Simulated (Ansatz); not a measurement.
Relaxed Be (hcp, Mg type):

```
Be
1.0
    4.52945     0.00000     0.00000
   -1.13236     1.96131     0.00000
    0.00000     0.00000     3.56124
Be
4
Direct
  0.16667   0.66667   0.75000
  0.66667   0.66667   0.75000
  0.33333   0.33333   0.25000
  0.83333   0.33333   0.25000
```

Scan: atom 3 (Be, nearest neighbour Be at 2.209 Å; its periodic images, 2.3 Å or more away, move with it) is displaced towards the nearest neighbour, direction (-0.513, 0.296, -0.806) in Cartesian axes, by s. The other atoms stay.

All values below come from PBE (plane waves to 420 eV, PAW, scalar-relativistic; Ansatz, a quantum-chemistry and plane-wave program). k mesh 19×19×11 (Γ-centred), Fermi-Dirac smearing 0.05 eV. Energies are smeared free energies. With partly filled bands, energies and forces of such displacements shift with the k mesh and the smearing. Be was relaxed with its symmetry unable to fall. ΔE is measured from the undisplaced structure. The last digit holds for this mesh only.

```json
[
 {"s (Å)": "-0.440", "ΔE (meV/cell)": "784.1"},
 {"s (Å)": "-0.352", "ΔE (meV/cell)": "490.3"},
 {"s (Å)": "-0.264", "ΔE (meV/cell)": "270.5"},
 {"s (Å)": "-0.176", "ΔE (meV/cell)": "118.5"},
 {"s (Å)": "-0.088", "ΔE (meV/cell)": "29.4"},
 {"s (Å)": "0.000", "ΔE (meV/cell)": "0.0"},
 {"s (Å)": "0.088", "ΔE (meV/cell)": "29.8"},
 {"s (Å)": "0.176", "ΔE (meV/cell)": "120.8"},
 {"s (Å)": "0.264", "ΔE (meV/cell)": "278.7"},
 {"s (Å)": "0.352", "ΔE (meV/cell)": "withheld"},
 {"s (Å)": "0.440", "ΔE (meV/cell)": "839.4"}
]
```

Question: Fit a polynomial form (powers 2, 3, 4) to the given rows and predict ΔE at s = 0.352.

Answer: Least squares on the 10 given rows: ΔE = (3810)·s² + (315.3)·s³ + (1983)·s⁴, in meV/cell with s in Å; root-mean-square residual 1.05 meV/cell. At 0.352 the fit gives 516.3 meV/cell; the calculation gives 513.2 meV/cell, so the interpolation is off by 3.1 (+0.6 %). The quadratic term alone would give 472.1 meV/cell.

(For displaced atoms, the force is minus the slope of the energy, and its curvature is a force constant, which sets phonon frequencies.)
